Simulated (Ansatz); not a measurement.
Level of theory: DFT PBE, scalar-relativistic, plane waves, PAW (Ansatz 0.2.0). Settings: cutoff 420 eV, Γ-centred meshes spaced at most about 0.3 Å⁻¹, and about 0.25 Å⁻¹ or finer for metals (2π included), Gaussian smearing. No spin polarisation in the final relaxations.

These are static total energies at zero pressure.

Two forms of GaSb₃ were relaxed alike.

A. Space group P-6m2 (No. 187), hexagonal, a = 5.021 Å, c = 5.658 Å. Ga is surrounded by 5 Sb at 2.83–2.90 Å; around Sb on its first site lie 3 Ga at 2.90 Å; Sb on its second site is surrounded by 3 Sb at 2.90 Å; around Sb on its third site lie 2 Ga at 2.83 Å and 3 Sb at 2.90 Å.

B. Space group Cmmm (No. 65), orthorhombic, a = 6.043 Å, b = 6.337 Å, c = 5.644 Å. Ga is surrounded by 8 Sb at 3.02–3.24 Å; Sb on a site of symmetry m2m is surrounded by 6 Sb at 3.02–3.24 Å and 2 Ga at 3.24 Å; Sb on a site of symmetry mmm has 4 Ga at 3.02–3.17 Å and 4 Sb at 3.24 Å.

Task: Which would you expect to be lower, and how large is the difference?

Result: B is lower, by 218 meV/atom. A has space group P-6m2 (No. 187), 30.9 Å³/atom and no gap on its mesh; B has space group Cmmm (No. 65), 27.0 Å³/atom and no gap. Counting Sb atoms around Ga (those within 1.25 times the shortest such distance or 1.15 times the sum of covalent radii), A has Ga 5 and B has Ga 8. A and B both hold Sb–Sb nets. The denser one is the lower, and pressure would at first widen the difference. Even the lower one lies +0.11 eV/atom against the reference forms of the elements (uncorrected), so neither is stable at this level. Both come from invented guesses. A third cell relaxed alike, in Im-3m, lies 45 meV/atom below the lower of the two.

Spin–orbit coupling, which can matter for Sb, is left out. Cells relaxed within their symmetry can be saddle points.
